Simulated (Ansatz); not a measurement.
## SrAg2B2 single point

input.yaml (Ansatz 0.2.0)

```yaml
crystal:
  lattice:
    - [0.0, 4.10498, 0.0]
    - [4.10498, 0.0, 0.0]
    - [2.05249, 2.05249, -4.910981]
  atoms:
    - { symbol: B, position: [0.389, 0.389, 0.222] }
    - { symbol: B, position: [0.611, 0.611, 0.778] }
    - { symbol: Ag, position: [0.75, 0.25, 0.5] }
    - { symbol: Ag, position: [0.25, 0.75, 0.5] }
    - { symbol: Sr, position: [0.0, 0.0, 0.0] }
  symmetry: { tolerance: 0.0003 }
kpoints:
  mp_grid: { grid: [9, 9, 9], shift: [0, 0, 0] }
  band_path:
    path:
      - [0.0, 0.0, 0.0]
      - [0.5, 0.5, 0.5]
      - [0.5, 0.5, 0.25]
      - [0.0, 0.5, 0.0]
      - [0.0, 0.0, 0.0]
      - [0.0, 0.0, -0.5]
      - [0.0, 0.41266354, -0.29366823]
      - [0.0, 0.58733646, 0.29366823]
      - [0.0, 0.0, 0.0]
      - [0.5, 0.5, 0.5]
      - [0.41266354, 0.58733646, 0.5]
    npoints: 6
magnetization:
  spin_polarized: false
scf:
  occupations: { method: cold, width: 0.2277 }
  lower_state_search: "off"
  max_iter: 200
hamiltonian:
  pseudopotentials: { kind: paw }
  xc: r2scan
basis:
  ecutwfc: 500
  fft_grid_basis: typed
output:
  forces: true
  stress: true
  eigenvalues: true
  bader: true
  populations: true
  elf: true
  write_potential: true
  volumetric_format: npy
  dos:
    e_range: [-12, 8]
    de: 0.05
    projected: { site_lists: { Ag: [Ag], B: [B], Sr: [Sr] } }
checkpoint:
  read: saved_state
```

The saved state is an earlier solution for the same cell, perhaps on another mesh. 

Output (shortened):

```
Pseudopotentials: kind: paw
Pseudopotential: B, paw, valence charge 3, recommended cutoff 500 eV (meta_gga), B.paw.azcp
Pseudopotential: Ag, paw, valence charge 19, recommended cutoff 500 eV (meta_gga), Ag.paw.azcp
Pseudopotential: Sr, paw, valence charge 10, recommended cutoff 500 eV (meta_gga), Sr.paw.azcp
Functional definition: r2SCAN
  exchange = r2scan_x(k0 = k0, k1 = k1, a1 = a1)
  correlation = r2scan_c
Crystal: 5 atoms, lattice volume = 82.754 Å³
Basis set: ecut = 500 eV, 2113 PW (Γ), exchange–correlation on 120×120×180 points (64 copies of the dense FFT grid, shifted against one another)
Bands: 33, of which v1, the nominal top of the filled ones, is band 27 counted from 1 (26 counted from 0)
Symmetry: 16 space group operations
Space group: I4/mmm (ITA 139), of the structure as read, at distance tolerance 1.3e-3 Å
k-points: 75 of 729
Initial density: read from a saved state, or passed on in memory by an earlier SCF of this step, an earlier step, the calling program or the single point that the run made first
Functional: x = r2scan, c = r2scan; τ floored in thin density (d = 2e-4 eV/Å³)
SCF iter   1: F=—  Δρ=7.95e-4  dr2=4.34e-4  dr2_τ=2.47e-4
SCF iter   2: F=—  S|Δr|=    0.00e0  Δρ=4.99e-4  dr2=2.01e-4  dr2_τ=1.08e-5
SCF iter   3: F=—  S|Δr|=    0.00e0  Δρ=8.83e-5  dr2=5.70e-6  dr2_τ=1.21e-6
SCF iter   4: F=—  S|Δr|=    0.00e0  Δρ=4.64e-5  dr2=1.21e-6  dr2_τ=1.26e-7
SCF iter   5: F=—  S|Δr|=    0.00e0  Δρ=1.53e-5  dr2=1.96e-7  dr2_τ=2.16e-8
SCF iter   6: F=-19073.7474 eV  S|Δr|=    0.00e0  Δρ=4.33e-6  dr2=1.57e-8  dr2_τ=4.23e-10
Free energy (F): -19073.7474 eV
Harris-Foulkes:  -19073.7474 eV  (|F-HF|=8.35e-9)
Internal energy: -19073.7445 eV  (E = F + TS)
E sigma→0 (E₀):  -19073.7464 eV
Entropy (-TS):   -0.0029 eV (-0.573 meV/atom)
Fermi energy:    12.0765 eV
--- Forces (eV/Å), atoms counted from 1 ---
  atom   1  B      0.0000     0.0000     1.2913
  atom   2  B      0.0000     0.0000    -1.2913
  atom   3  Ag     0.0000     0.0000     0.0000
  atom   4  Ag     0.0000     0.0000     0.0000
  atom   5  Sr     0.0000     0.0000     0.0000
--- Stress (GPa, compression-positive) ---
       -0.9798       0.0000       0.0000
        0.0000      -0.9798       0.0000
        0.0000       0.0000      -8.0272
  P = ⅓ Tr σ = -3.3289 GPa (-33.289 kbar)
--- Löwdin populations: 5 sites ---
  site symbol       q [e]
     0      B      4.1294
     1      B      4.1294
     2     Ag     18.4249
     3     Ag     18.4249
     4     Sr      8.3802
  spilling = 0.0095 (of n_electrons = 54.0000)
```

Origin: a known structure type with other elements, at an estimated volume, so it need not be a known compound. Caveats: many states at the Fermi level without spin polarisation, so a magnetic state may lie lower; wide smearing.
